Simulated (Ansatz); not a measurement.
Consider the following.

TcIr3:
Space group P6₃/mmc (No. 194); a = 5.476 Å, b = 5.476 Å, c = 4.356 Å, α = 90.00°, β = 90.00°, γ = 120.00°

```
atom  site  symmetry       x       y       z
----  ----  --------  ------  ------  ------
Tc      2d      -6m2  0.6667  0.3333  0.2500
Ir      6h       mm2  0.1669  0.3337  0.2500
```

This is the r²SCAN-relaxed structure.

### Question
All from r²SCAN (plane waves, PAW; program Ansatz), unless another level is named. Predict the density of states at the Fermi level.

### Answer
0.82 states/eV per atom (mean over ±0.08 eV).

### Question
Next, the formation energy from the elements (no fitted shifts)?

### Answer
-0.17 eV/atom.

Space group P6_3/mmc. The workflow started from a Materials Project entry (that database holds measured and hypothetical structures alike); the Crystallography Open Database copy checked does not list it. With Tc and Ir taken as one species the cell has the higher symmetry P6_3/mmc, so it may be an ordered model of a mixed-site phase. Its standing as an ambient phase is unchecked. The cell was relaxed with r²SCAN under the symmetry of its start; its stability against distortions is not shown here. No spin polarisation was allowed. Axis ratios of metals converge slowly with the k-mesh, so a and c are less sure than the volume. The references are the lowest solids computed at this level, not always the standard phases. Scalar-relativistic: spin–orbit coupling is off unless named, which matters more the heavier the elements.

Potentials: the later of the program's two PAW sets.
